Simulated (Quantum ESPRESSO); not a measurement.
Simulation results for Al2ZnClF7 (made-up cell, one site empty)

Computed with Quantum ESPRESSO 7.5. Calculation on a made-up crystal cell, not a measurement, with one named mistake planted (healthy values lack it): periodic Kohn-Sham density functional theory in plane waves with PseudoDojo standard norm-conserving scalar-relativistic pseudopotentials, each functional with its own files (v0.5 for PBE, v0.4.1 for LDA and PBEsol), no spin polarisation, no spin-orbit coupling, atoms not relaxed, stress positive in tension, energies less a fixed whole-eV offset for each atom's element; levels are Kohn-Sham levels at fractions of this cell's reciprocal vectors, counted from the reference band (half the neutral cell's valence electrons, rounded up) at Gamma; error bars cover cutoff and k-mesh only, not smearing or the files; each bar is the largest change over components, and at least 0.002 eV, 0.002 eV per angstrom or 0.02 GPa; a charged cell sits in a uniform background, with energy and stress on this program's zero of potential; no dispersion term; energies are for the whole cell, and the offsets were chosen from early runs and are not element reference energies; a distance is the largest change of any value in units of its error bar (the energy's for the smearing term), a scale change is of lengths, and a coarse mesh keeps the half-step shift; machines and their load varied, so run times do not measure scaling.

```json
{"formula": "Al2ZnClF7", "kind": "made-up cell, one site empty", "intended_structure": {"cell_angstrom": [[5.0219, -0.0029, 0.0189], [-0.0029, 4.9301, 0.0181], [0.0189, 0.0181, 4.9965]], "atoms_fractional": [["Al", 0.00721, 0.01117, -0.00797], ["Al", -0.0049, 0.50014, 0.51097], ["Zn", 0.51157, -0.00109, 0.50034], ["F", 0.24518, 0.2466, 0.24549], ["F", 0.23423, 0.25118, 0.73696], ["F", 0.23435, 0.73694, 0.23139], ["F", 0.24258, 0.78512, 0.75465], ["F", 0.73997, 0.25074, 0.25137], ["Cl", 0.73653, 0.28916, 0.76512], ["F", 0.74966, 0.75538, 0.24678], ["F", 0.75938, 0.76662, 0.7837]]}, "given": {"lattice_type": "fluorite", "empty_site": 4, "intended_functional": "pbe", "intended_cutoff [eV]": 1143, "intended_fermi_dirac_smearing [eV]": 0.025, "intended_scf_tolerance [eV]": 1e-07, "intended_electrons_removed": 0, "healthy_free_energy_less_offsets [eV]": 37.2, "healthy_scf_iterations": 11, "healthy_smearing_term_minus_ts [eV]": 0.0, "healthy_pressure [GPa]": 2.53, "healthy_stress_xx [GPa]": -1.63, "healthy_stress_yy [GPa]": -5.8, "healthy_stress_zz [GPa]": -0.16, "healthy_stress_yz [GPa]": 2.2, "healthy_stress_xz [GPa]": 1.32, "healthy_stress_xy [GPa]": -1.5, "healthy_reference_band": 41, "fault_kind": "wrong functional", "fault_functional": "lda", "faulty_run_command": "mpirun -np 4 pw.x -nk 4 -in in", "faulty_run_processor": "Intel Xeon, 2023 or later, virtual cores", "intended_k_mesh": "4 x 5 x 5, shifted by half a step", "structure_shown": "as intended, without the mistake", "atom_site": [1, 2, 3, 5, 6, 7, 8, 9, 10, 11, 12], "atom_energy_offset [eV]": [-64, -64, -5687, -677, -677, -677, -677, -677, -449, -677, -677], "healthy_force_site": [1, 2, 3, 5, 6, 7, 8, 9, 10, 11, 12], "healthy_force_x [eV/angstrom]": [1.141, 2.128, -0.732, -1.799, -1.054, -1.379, -1.088, 1.714, -1.492, 1.18, 1.382], "healthy_force_y [eV/angstrom]": [-1.405, 1.498, -0.823, -0.667, 0.862, 0.405, -0.611, -0.193, -0.267, -0.008, 1.21], "healthy_force_z [eV/angstrom]": [1.21, -2.68, -1.093, -0.096, -0.199, 1.139, -0.673, 0.412, 1.21, 1.543, -0.774], "healthy_level_k_point": ["Gamma", "(1/2,1/2,1/2)", "(0.15,0,0)", "(0,0.15,0)", "(0,0,0.15)"], "healthy_next_band_up [eV]": [2.817, 5.42, 3.074, 3.115, 3.117]}, "results": {"faulty_stress_xy [GPa]": null, "faulty_pressure [GPa]": null, "faulty_stress_yy [GPa]": null}}
```

To be estimated
1. Al2ZnClF7 (made-up cell, one site empty): faulty stress xy?
2. Estimate the faulty pressure of Al2ZnClF7 (made-up cell, one site empty).
3. Al2ZnClF7 (made-up cell, one site empty): faulty stress yy?
4. Give the table of faulty forces values for Al2ZnClF7 (made-up cell, one site empty).

Calculated values
1. -1.334 GPa
2. -7.192 GPa
3. 3.979 GPa
4. 
Faulty forces:
| site | x (eV/Å) | y (eV/Å) | z (eV/Å) |
| --- | --- | --- | --- |
| 1 | 1.173 | -1.441 | 1.14 |
| 2 | 2.088 | 1.419 | -2.604 |
| 3 | -0.6675 | -0.7212 | -1.054 |
| 5 | -1.78 | -0.7693 | 0.01941 |
| 6 | -1.079 | 0.6817 | -0.295 |
| 7 | -1.435 | 0.5007 | 1.173 |
| 8 | -1.096 | -0.373 | -0.7234 |
| 9 | 1.646 | -0.344 | 0.5063 |
| 10 | -1.436 | -0.3593 | 1.032 |
| 11 | 1.164 | 0.1468 | 1.594 |
| 12 | 1.422 | 1.26 | -0.7896 |

Further results for Al2ZnClF7 (made-up cell, one site empty):

- faulty free energy less offsets: 51.9 eV
- faulty scf iterations: 10
- faulty smearing term minus ts: 0 eV
- faulty stress xx: 8.001 GPa
- faulty stress zz: 9.595 GPa
- faulty stress yz: 2.114 GPa
- faulty stress xz: 1.076 GPa
- faulty reference band: 41
- other mistakes compared: 7
- distance from healthy: 5183 error bars
- distance from nearest other mistake: 1876 error bars
- healthy error bar energy: 0.002836 eV
- healthy error bar stress: 0.02 GPa
- healthy error bar force: 0.002 eV/Å
- healthy error bar next band up: 0.002 eV
- faulty wall time of scf and band steps on a shared machine: 137.5 s

Faulty levels:
| level k point | next band up (eV) |
| --- | --- |
| Gamma | 2.535 |
| (1/2,1/2,1/2) | 5.189 |
| (0.15,0,0) | 2.802 |
| (0,0.15,0) | 2.842 |
| (0,0,0.15) | 2.844 |
